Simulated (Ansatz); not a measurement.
BeS in space group P6_422 (No. 181; Be on 3c, S on 3d), the program Ansatz at the r²SCAN+D4 level (PAW). The conduction-band minimum lies on the M–K line, 9 % of the way from M, with 6 equivalent valleys. Second derivatives d²E/dk² of the lowest band at one valley (eV·Å²), along Cartesian directions:

```tsv
direction	d²E/dk²
[100]	17.51
[010]	13.90
[001]	26.51
[110]	15.77
[101]	22.10
[011]	20.18
```

Q: Find the principal effective masses, the density-of-states mass and the conductivity mass.

A: Off-diagonal terms follow from H_xy = H[110] − (H_xx + H_yy)/2, and m*/mₑ = 7.620 eV·Å² over each eigenvalue: 0.29, 0.44, 0.55. One valley's DOS mass (m₁m₂m₃)^(1/3) = 0.41, conductivity mass 3/(Σ 1/mᵢ) = 0.39 mₑ.

Q: What effective density of states Nc follows at 300 K for parabolic valleys?

A: Nc = 2.509e19 × 6 × (0.41)^(3/2) ≈ 4.0e19 cm⁻³.

The start of the workflow was typed in or built on a structure type; neither database checked (COD, Materials Project) lists it. COD files the formula under space group No. 216, so this cell is another polymorph or a model. Its standing as an ambient phase is unchecked. The r²SCAN+D4 relaxation kept the symmetry of its start; its stability against distortions is not shown here.

Potentials: the earlier of the program's two PAW sets.

Edges and masses are those of Kohn–Sham bands, whose gap is no quasiparticle gap.
